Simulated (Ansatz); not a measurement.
MgCdTe2:
```cif
data_Cd3Mg3Te6
_chemical_formula_sum 'Mg3 Cd3 Te6'
_space_group_name_H-M_alt 'R3m :H'
_space_group_IT_number 160
_space_group_name_Hall 'R 3 -2"'
_cell_length_a 4.57609
_cell_length_b 4.57609
_cell_length_c 22.33483
_cell_angle_alpha 90.000
_cell_angle_beta 90.000
_cell_angle_gamma 120.000
loop_
_atom_site_label
_atom_site_type_symbol
_atom_site_symmetry_multiplicity
_atom_site_Wyckoff_symbol
_atom_site_fract_x
_atom_site_fract_y
_atom_site_fract_z
_atom_site_occupancy
Mg1 Mg 3 a 0.00000 0.00000 0.49925 1
Cd1 Cd 3 a 0.00000 0.00000 0.00038 1
Te1 Te 3 a 0.00000 0.00000 0.12619 1
Te2 Te 3 a 0.00000 0.00000 0.62420 1
```
(The calculation used a cell of 4 atoms; values per cell refer to that cell.)

Relaxed with PBEsol.

Q: Which orbitals make up the states near the band edges in plane-wave PAW PBEsol (Ansatz code)?

A: Top 1 eV of the valence band: Te 5p 93 %. Bottom 1 eV of the conduction band: Cd 5s 44 %, Te 5p 24 %, Te 5s 16 %, Mg 3s 9 %, outside the projected shells 6 %. Projections are on Löwdin-orthogonalised atomic valence shells; empty p or d shells of many metals are not among them.

Q: Tabulate the density of states.

A: States/eV per cell of 4 atoms, in 0.25 eV bins, energy from the valence-band maximum.

| E (eV) | total | Te 5p | Cd 4d | Cd 5s |
|---|---|---|---|---|
| -7.85 | 31.12 | 0.56 | 30.26 | 0.03 |
| -7.60 | 5.47 | 0.11 | 4.93 | 0.04 |
| -7.35 | 3.41 | 0.04 | 2.93 | 0.02 |
| -7.10 | 0.00 | 0.00 | 0.00 | 0.00 |
| -6.85 | 0.00 | 0.00 | 0.00 | 0.00 |
| -6.60 | 0.00 | 0.00 | 0.00 | 0.00 |
| -6.35 | 0.00 | 0.00 | 0.00 | 0.00 |
| -6.10 | 0.00 | 0.00 | 0.00 | 0.00 |
| -5.85 | 0.00 | 0.00 | 0.00 | 0.00 |
| -5.60 | 0.00 | 0.00 | 0.00 | 0.00 |
| -5.35 | 0.00 | 0.00 | 0.00 | 0.00 |
| -5.10 | 0.00 | 0.00 | 0.00 | 0.00 |
| -4.85 | 0.00 | 0.00 | 0.00 | 0.00 |
| -4.60 | 0.00 | 0.00 | 0.00 | 0.00 |
| -4.35 | 0.00 | 0.00 | 0.00 | 0.00 |
| -4.10 | 0.85 | 0.53 | 0.01 | 0.29 |
| -3.85 | 3.43 | 2.06 | 0.02 | 1.16 |
| -3.60 | 2.50 | 1.55 | 0.02 | 0.65 |
| -3.35 | 2.48 | 1.71 | 0.02 | 0.20 |
| -3.10 | 2.90 | 2.03 | 0.02 | 0.11 |
| -2.85 | 1.12 | 0.79 | 0.01 | 0.05 |
| -2.60 | 0.70 | 0.50 | 0.01 | 0.02 |
| -2.35 | 1.93 | 1.69 | 0.03 | 0.03 |
| -2.10 | 3.57 | 3.19 | 0.05 | 0.06 |
| -1.85 | 3.22 | 2.90 | 0.04 | 0.05 |
| -1.60 | 4.81 | 4.42 | 0.06 | 0.05 |
| -1.35 | 5.12 | 4.74 | 0.06 | 0.04 |
| -1.10 | 4.90 | 4.56 | 0.07 | 0.03 |
| -0.85 | 4.87 | 4.54 | 0.08 | 0.02 |
| -0.60 | 3.10 | 2.88 | 0.07 | 0.01 |
| -0.35 | 1.86 | 1.73 | 0.05 | 0.00 |
| -0.10 | 0.66 | 0.62 | 0.02 | 0.00 |
| 0.15 | 0.00 | 0.00 | 0.00 | 0.00 |
| 0.40 | 0.00 | 0.00 | 0.00 | 0.00 |
| 0.65 | 0.00 | 0.00 | 0.00 | 0.00 |
| 0.90 | 0.00 | 0.00 | 0.00 | 0.00 |
| 1.15 | 0.00 | 0.00 | 0.00 | 0.00 |
| 1.40 | 0.00 | 0.00 | 0.00 | 0.00 |
| 1.65 | 0.03 | 0.01 | 0.00 | 0.01 |
| 1.90 | 0.08 | 0.02 | 0.00 | 0.03 |
| 2.15 | 0.17 | 0.04 | 0.00 | 0.08 |
| 2.40 | 0.67 | 0.17 | 0.00 | 0.27 |
| 2.65 | 1.44 | 0.35 | 0.00 | 0.49 |
| 2.90 | 2.47 | 0.53 | 0.00 | 0.66 |
| 3.15 | 3.32 | 0.71 | 0.00 | 0.79 |
| 3.40 | 3.56 | 0.63 | 0.00 | 0.54 |
| 3.65 | 3.22 | 0.45 | 0.00 | 0.24 |
| 3.90 | 2.19 | 0.29 | 0.00 | 0.08 |
| 4.15 | 2.62 | 0.33 | 0.00 | 0.10 |
| 4.40 | 1.75 | 0.21 | 0.00 | 0.09 |
| 4.65 | 3.16 | 0.30 | 0.00 | 0.13 |
| 4.90 | 4.68 | 0.36 | 0.00 | 0.12 |
| 5.15 | 2.80 | 0.20 | 0.00 | 0.06 |
| 5.40 | 3.53 | 0.14 | 0.00 | 0.03 |
| 5.65 | 4.43 | 0.17 | 0.00 | 0.04 |

The workflow started from a Materials Project entry (that database holds measured and hypothetical structures alike); the Crystallography Open Database copy checked does not list it. With Mg and Cd taken as one species the cell has the higher symmetry F-43m, so it may be an ordered model of a mixed-site phase. Whether it is the stable phase at ambient conditions was not checked. The cell was relaxed with PBEsol under the symmetry of its start; whether a distortion lowers the energy is not shown. Scalar-relativistic: spin–orbit coupling is off unless named, which matters more the heavier the elements.

Potentials: the later of the program's two PAW sets.
